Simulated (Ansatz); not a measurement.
Here is the system:

TiC:
```
CELL_PARAMETERS angstrom
      0.00000     2.16426     2.16426
      2.16426     0.00000     2.16426
      2.16426     2.16426     0.00000
ATOMIC_POSITIONS crystal
  Ti 0.00000 0.00000 0.00000
  C  0.50000 0.50000 0.50000
```

This is the r²SCAN-relaxed structure.

All from DFT-r²SCAN in the program Ansatz with PAW potentials, unless another level is named. Give the Debye temperature from the elastic constants.

953 K.

And the highest zone-centre frequency?

510 cm⁻¹.

Space group Fm-3m (rock salt). The cell was relaxed with r²SCAN under the symmetry of its start; of distortions, only those at the zone centre were tested. The run is not spin-polarised. As this level gives no gap, shear constants depend on the k-mesh and smearing (Fermi–Dirac, 0.1 eV here). As this level gives no gap, phonon frequencies hold no LO–TO term and depend on the k-mesh and smearing (Fermi–Dirac, 0.1 eV here).

Potentials: the earlier of the program's two PAW sets.
